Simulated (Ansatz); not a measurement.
CdAg (CsCl type, space group No. 221), DFT-r²SCAN in the program Ansatz with PAW potentials, all energies at zero smearing, with the estimated change up to a 700 eV cutoff added, with one set of potentials and settings (totals compare only within such a set). Cell of 2 atoms (1 Cd, 1 Ag): -15872.258 eV.

| element | reference phase | E (eV/atom) |
|---|---|---|
| Cd | P6_3/mmc, 2 atoms in the cell | -8268.1834 |
| Ag | R-3m, 3 atoms in the cell | -7603.9440 |

Formation energy per atom, worked out: (-15872.258 − 1×(-8268.1834) − 1×(-7603.9440))/2 = -0.065 eV/atom (-6 kJ per mol of atoms), at 0 K, without zero-point energy or fitted corrections.

Space group Pm-3m (CsCl type). The workflow started from a Materials Project entry (that database holds measured and hypothetical structures alike); the Crystallography Open Database files this formula in space group No. 221, but the cells were not matched. Whether it is the stable phase at ambient conditions was not checked. The r²SCAN relaxation kept the symmetry of its start; whether a distortion lowers the energy is not shown. The run is not spin-polarised. The references are the lowest solids computed at this level, not always the standard phases.

Potentials: the later of the program's two PAW sets.
